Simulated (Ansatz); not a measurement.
A relaxed structure of C is spoiled in several ways and relaxed again each time (squeezed and stretched starts keep its symmetry, which their runs cannot lower; pressure is positive under compression). Calculation: r2SCAN (plane waves to 500 eV, PAW, scalar-relativistic; Ansatz, a program for electronic structure).

```cif
data_C8
_chemical_formula_sum 'C8'
_space_group_name_H-M_alt 'Fd-3m :1'
_space_group_IT_number 227
_space_group_name_Hall 'F 4d 2 3 -1d'
_cell_length_a 3.56026
_cell_length_b 3.56026
_cell_length_c 3.56026
_cell_angle_alpha 90.000
_cell_angle_beta 90.000
_cell_angle_gamma 90.000
loop_
_atom_site_label
_atom_site_type_symbol
_atom_site_symmetry_multiplicity
_atom_site_Wyckoff_symbol
_atom_site_fract_x
_atom_site_fract_y
_atom_site_fract_z
_atom_site_occupancy
C1 C 8 a 0.00000 0.00000 0.00000 1
```
(The calculation used a cell of 2 atoms; values per cell refer to that cell.)

```csv
change,first pressure (GPa),largest first force (eV/Å),released (eV/atom),moves,outcome,final group,E − E(parent) (eV/atom)
"deformed by the Cartesian strain tensor (xx, yy, zz, yz, xz, xy) = (0.020, -0.016, -0.113, 0.056, 0.094, -0.044)",114.4,5.47,1.19,10,returns to the parent,Fd-3m,0.000
stretched uniformly to 115 % of its volume,-48.6,0.00,0.14,5,returns to the parent,Fd-3m,0.000
```

First-step values come from each run's starting, coarser k-mesh (12×11×13, 11×11×11). The runs use different k-meshes, so differences are rounded accordingly. No spin polarisation in the result.
